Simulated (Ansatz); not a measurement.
MoF₆:
```yaml
crystal:
  lattice:
    - [-3.20092, 3.20092, 3.20092]
    - [3.20092, -3.20092, 3.20092]
    - [3.20092, 3.20092, -3.20092]
  atoms:
    - { symbol: Mo, position: [0.00000, 0.00000, 0.00000] }
    - { symbol: F, position: [0.71433, 0.71433, 0.00000] }
    - { symbol: F, position: [0.28567, 0.28567, 0.00000] }
    - { symbol: F, position: [0.00000, 0.71433, 0.71433] }
    - { symbol: F, position: [0.00000, 0.28567, 0.28567] }
    - { symbol: F, position: [0.71433, 0.00000, 0.71433] }
    - { symbol: F, position: [0.28567, 0.00000, 0.28567] }
```

Relaxed with r²SCAN+D4. Special points in fractions of this cell's reciprocal vectors: Γ (0.000, 0.000, 0.000); H (0.500, -0.500, 0.500); N (0.000, 0.000, 0.500); P (0.250, 0.250, 0.250).

**Question.** List the band energies nearest the valence-band maximum at these points for r²SCAN+D4 (plane waves, PAW; program Ansatz).

**Answer.** In eV from the valence-band maximum; about four levels below and three above (degenerate sets whole), none deeper than 8.9 eV; points with the same levels are listed once.

| k | below | above |
|---|---|---|
| Γ | -0.40 -0.40 -0.40 0.00 0.00 0.00 | 4.84 4.84 4.84 |
| H | -0.48 -0.48 -0.48 -0.03 -0.03 -0.03 | 4.84 4.84 4.84 |
| N | -0.43 -0.13 -0.08 -0.07 | 4.75 4.75 4.85 |
| P | -0.65 -0.65 -0.65 -0.12 -0.12 -0.12 | 4.76 4.76 4.76 |

Space group Im-3m. The first step of the workflow began from a Materials Project structure, measured or hypothetical; the Crystallography Open Database copy checked does not list it. COD files the formula under space group No. 62. Its standing as an ambient phase is unchecked. The r²SCAN+D4 relaxation kept the symmetry of its start; its stability against distortions is not shown here. The run is not spin-polarised. No Hubbard U is applied. Spin–orbit coupling is left out wherever it is not named.

Potentials: the later of the program's two PAW sets.
